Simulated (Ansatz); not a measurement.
Ga2O3:
```xyz
5
Lattice="2.9932 0.0000 0.0000 -1.4966 2.5921 0.0000 0.0000 0.0000 6.9718" Properties=species:S:1:pos:R:3 pbc="T T T"
Ga     0.0000     1.7281     1.3950
Ga     1.4966     0.8640     5.5767
O      0.0000     0.0000     0.0000
O      0.0000     1.7281     4.8457
O      1.4966     0.8640     2.1261
```

Relaxed with PBEsol. Special points in fractions of this cell's reciprocal vectors: Γ (0.000, 0.000, 0.000); M (0.500, 0.000, 0.000); K (0.333, 0.333, 0.000); A (0.000, 0.000, 0.500); L (0.500, 0.000, 0.500); H (0.333, 0.333, 0.500).

Question: List the band energies nearest the valence-band maximum at these points for plane-wave PAW PBEsol (Ansatz code).

Answer: In eV from the valence-band maximum; about four levels below and three above (degenerate sets whole), none deeper than 8.9 eV; points with the same levels are listed once.

```
k                          below            above
-  -----------------------------  ---------------
Γ   -1.01 -1.01 -0.83 -0.83 0.00   2.47 5.57 6.44
M        -1.89 -1.48 -0.72 -0.57   4.36 7.56 7.93
K  -3.60 -3.60 -0.82 -0.82 -0.74  6.78 6.78 10.08
A        -0.95 -0.95 -0.85 -0.85   3.40 4.95 6.47
L        -2.12 -1.77 -0.66 -0.23   4.57 7.37 7.44
H  -3.38 -3.38 -1.04 -1.04 -0.87  6.83 6.83 10.15
```

Space group P-3m1 (La2O3 or Ni2Al3 type). The cell is a constructed one: a structure type filled with these elements; neither database checked (COD, Materials Project) lists it. It is not the phase usual at ambient conditions (space group No. 12, 167). Symmetry was held in the PBEsol relaxation. At this level the phase is dynamically unstable (imaginary phonons). Scalar-relativistic: spin–orbit coupling is off unless named, which matters more the heavier the elements.

Potentials: the later of the program's two PAW sets.
